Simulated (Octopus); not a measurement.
# Te (P3121, No. 152): Octopus summary

Te (P3121, No. 152):
```
CELL_PARAMETERS angstrom
      4.60135     0.00000     0.00000
     -2.30068     3.98489     0.00000
      0.00000     0.00000     5.90006
ATOMIC_POSITIONS crystal
  Te 0.25670 0.00000 0.33333
  Te 0.00000 0.25670 0.66667
  Te 0.74330 0.74330 0.00000
```
The cell is a database entry, not relaxed again.

Method: LDA in Octopus 16.4; grid spacing about 0.24 Å, Γ-centred 6×6×4 k-mesh, Fermi-Dirac smearing of 0.03 eV, no spin polarisation; valence-only HGH without core correction for Te. Spin-orbit coupling is left out.

### Question
What band gap does LDA give on the standard high-symmetry path?

### Answer
0.30 eV, from between L and H to H; smallest direct gap on the path 0.32 eV. A grid finer by a fifth moves the gap between mesh points by under 0.01 eV.
